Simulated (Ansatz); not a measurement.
Relaxed Mg (hcp, Mg type):

```
CELL_PARAMETERS angstrom
      3.17453     0.00000     0.00000
     -1.58726     2.74922     0.00000
      0.00000     0.00000    10.36993
ATOMIC_POSITIONS crystal
  Mg 0.33333 0.66667 0.37500
  Mg 0.33333 0.66667 0.87500
  Mg 0.66667 0.33333 0.12500
  Mg 0.66667 0.33333 0.62500
```

A phonon eigenvector at A = (0.0, 0.0, 0.5) is frozen into this cell: atom i moves by Q times the vector below, so Q is the largest atomic displacement, in Å. The cell is held. It is one choice among 4 degenerate patterns. (q is in reciprocal vectors of the primitive cell; the cell shown is doubled to hold the pattern.)

| atom | x | y | z |
|---|---|---|---|
| Mg3 | 0.000 | 1.000 | 0.000 |
| Mg4 | 0.000 | -1.000 | 0.000 |

Atoms not listed stay in place.

The numbers are results of r2SCAN (plane waves to 500 eV, PAW, scalar-relativistic; Ansatz, a first-principles code), not measurements. k mesh 17×17×5 (Γ-centred), Fermi-Dirac smearing 0.05 eV. The energy includes the smearing's −TS. With partly filled bands, energies and forces of such displacements shift with the k mesh and the smearing. Mg was relaxed with its symmetry unable to fall. The PAW data are Ansatz's earlier set. ΔE is measured from the undisplaced structure. The last digit holds for this mesh only.

```tsv
Q (Å)	ΔE (meV/cell)
-0.180	withheld
-0.150	19.51
-0.120	12.52
-0.090	7.06
-0.060	3.14
-0.030	0.79
0.000	0.00
0.030	0.79
0.060	3.14
0.090	7.06
0.120	12.52
0.150	19.51
0.180	withheld
```

Fit an even polynomial form (powers 2, 4) to the given rows and predict ΔE at Q = 0.180.

Least squares on the 11 given rows: ΔE = (873.8)·Q² + (-299.2)·Q⁴, in meV/cell with Q in Å; root-mean-square residual 0.002 meV/cell. At 0.180 the fit gives 28.00 meV/cell; the calculation gives 27.99 meV/cell, so the extrapolation is off by 0.01 (+0.0 %). The quadratic term alone would give 28.31 meV/cell.

(For displaced atoms, the force is minus the slope of the energy, and its curvature is a force constant, which sets phonon frequencies.)
